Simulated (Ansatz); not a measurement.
The start is a generated cell, ScIr placed in the AFLOW prototype AB_hP6_154_a_b (B9, as in HgS). A full variable-cell relaxation at zero pressure is run with PBEsol (plane waves to 420 eV, PAW, scalar-relativistic; Ansatz, a first-principles code). The first steps use a coarse 10×10×4 k-mesh.

Initial structure:
```
CELL_PARAMETERS angstrom
      3.69400     0.00000     0.00000
     -1.84700     3.19910     0.00000
      0.00000     0.00000     8.46278
ATOMIC_POSITIONS crystal
  Ir 0.71980 0.00000 0.66667
  Ir 0.00000 0.71980 0.33333
  Ir 0.28020 0.28020 0.00000
  Sc 0.48890 0.00000 0.16667
  Sc 0.00000 0.48890 0.83333
  Sc 0.51110 0.51110 0.50000
```

**Question.** How much energy is released per atom?

**Answer.** About 1.9 eV/atom.

**Question.** How does the volume change?

**Answer.** -2.7 %, from 16.67 to 16.22 Å³/atom.

**Question.** How do the shortest distances between atoms change?

**Answer.** The closest pairs of elements (up to four, under 3.6 Å), start → end: Ir–Sc 2.11 → 2.76 Å; Ir–Ir 3.34 → 3.19 Å; Sc–Sc 3.37 → 3.19 Å.

**Question.** What band gap does the relaxed structure have at this level?

**Answer.** No gap (metallic).

**Question.** Give the final cell and atomic positions.

**Answer.** 
```cif
data_IrSc
_chemical_formula_sum 'Ir1 Sc1'
_space_group_name_H-M_alt 'Pm-3m'
_space_group_IT_number 221
_space_group_name_Hall '-P 4 2 3'
_cell_length_a 3.18915
_cell_length_b 3.18915
_cell_length_c 3.18915
_cell_angle_alpha 90.000
_cell_angle_beta 90.000
_cell_angle_gamma 90.000
loop_
_atom_site_label
_atom_site_type_symbol
_atom_site_symmetry_multiplicity
_atom_site_Wyckoff_symbol
_atom_site_fract_x
_atom_site_fract_y
_atom_site_fract_z
_atom_site_occupancy
Ir1 Ir 1 b 0.50000 0.50000 0.50000 1
Sc1 Sc 1 a 0.00000 0.00000 0.00000 1
```

Final values are on a 15×15×15 k-mesh of the relaxed cell. The start holds a very short contact (Ir–Sc 2.11 Å). No spin polarisation in the result.

The run could not lose the symmetry of its start.
